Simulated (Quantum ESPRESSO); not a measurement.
# Kohn-Sham bands of RbHgF3 (cubic perovskite)

```
RbHgF3
1.0
    4.54922     0.00000     0.00000
    0.00000     4.54922     0.00000
    0.00000     0.00000     4.54922
Rb Hg F
1 1 3
Direct
  0.00000   0.00000   0.00000
  0.50000   0.50000   0.50000
  0.50000   0.00000   0.50000
  0.00000   0.50000   0.50000
  0.50000   0.50000   0.00000
```

Cell from Materials Project (mp-7482), symmetrised, no further relaxation. COD (Crystallography Open Database) records the formula in this space group. Ideal cubic forms of this type are often high-temperature phases that distort on cooling; symmetry holds the cell here, and its stability was not tested. Level: PBEsol, no spin polarisation, no spin-orbit coupling; pw.x of Quantum ESPRESSO at 68 Ry with PseudoDojo potentials, 6×6×6 k-points, Wannier90. Density: 8×8×8 mesh, Gaussian smearing 0.01 Ry. Spin-orbit coupling is left out although heavy elements are present.

Question: List the Kohn-Sham levels between −8 and 3.5 eV relative to the valence-band maximum at the high-symmetry points, as a band run of pw.x on that density gives them (levels within 2 meV counted together).

Answer: 
```
point  k (reciprocal lattice)                                                                                     levels (eV)
-----  ----------------------  ----------------------------------------------------------------------------------------------
Γ           0.000 0.000 0.000                                -4.44 (×3), -3.99 (×3), -3.92 (×2), -2.47 (×3), -2.41 (×3), 0.46
X           0.000 0.500 0.000  -6.36, -4.78 (×2), -4.43, -3.93 (×2), -3.92, -2.96, -2.58, -2.50 (×2), -2.09, -2.02 (×2), 3.10
M           0.500 0.500 0.000       -6.41, -6.31, -5.24, -4.83 (×2), -3.79, -3.12, -2.60 (×2), -2.13, -2.12, -2.08 (×2), 0.00
R           0.500 0.500 0.500                                -6.40 (×2), -6.21, -5.07 (×3), -2.11 (×3), -1.98 (×3), 0.00 (×2)
```
